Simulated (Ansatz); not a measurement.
The start is a generated trial cell of Co2Si in the AFLOW prototype A2B_tP6_136_f_a (C4, as in TiO2). A full variable-cell relaxation at zero pressure is run with PBEsol (plane waves to 420 eV, PAW, scalar-relativistic; Ansatz, a first-principles code). The first steps use a coarse 5×5×8 k-mesh.

The start:
```
Co2Si
1.0
    4.63181     0.00000     0.00000
    0.00000     4.63181     0.00000
    0.00000     0.00000     2.98291
Si Co
2 4
Cartesian
  0.00000   0.00000   0.00000
  2.31590   2.31590   1.49145
  1.41252   1.41252   0.00000
  3.72842   0.90339   1.49145
  0.90339   3.72842   1.49145
  3.21929   3.21929   0.00000
```
Spin-polarised start, with parallel moments on Co.

### Question
What pressure does the first self-consistent step give?

### Answer
+61 GPa (positive: the cell is compressed).

### Question
Which atoms feel the largest initial force, and how large is it?

### Answer
About 1.7 eV/Å, on Co3, Co4, Co5, Co6 (atoms numbered as listed).

### Question
How does the volume per atom move from start to end?

### Answer
+26.6 %, from 10.67 to 13.51 Å³/atom.

### Question
What band gap does the relaxed structure have at this level?

### Answer
Zero (metallic).

### Question
What magnetic moments remain?

### Answer
Net 0.43 μB/atom, ferromagnetic.

### Question
What does it relax into? Give the structure.

### Answer

Space group P4₂/mnm (No. 136); a = b = 4.7250 Å, c = 3.6298 Å, α = β = γ = 90.00°

```csv
atom,site,symmetry,x,y,z
Si,2a,m.mm,0.0000,0.0000,0.0000
Co,4g,m.2m,0.1841,0.1841,0.5000
```

The space group stays P4₂/mnm (No. 136) (the run could not lower it), with 6 atoms in the primitive magnetic cell. Final values are on a 10×10×13 k-mesh of the relaxed cell. Spin state reached: ferromagnetic (net 0.43 μB/atom), from parallel starting moments; other spin orders were not run from this start.

The run could not lower the symmetry of its start; a shaken copy of this end point relaxes with PBEsol to Cm (No. 8), 0.83 eV/atom lower.

The relaxed structure here is a generated cell of Co2Si: the first start was made by placing the elements on the sites of a structure type, and the end was not matched to a known phase here, so it may be hypothetical.
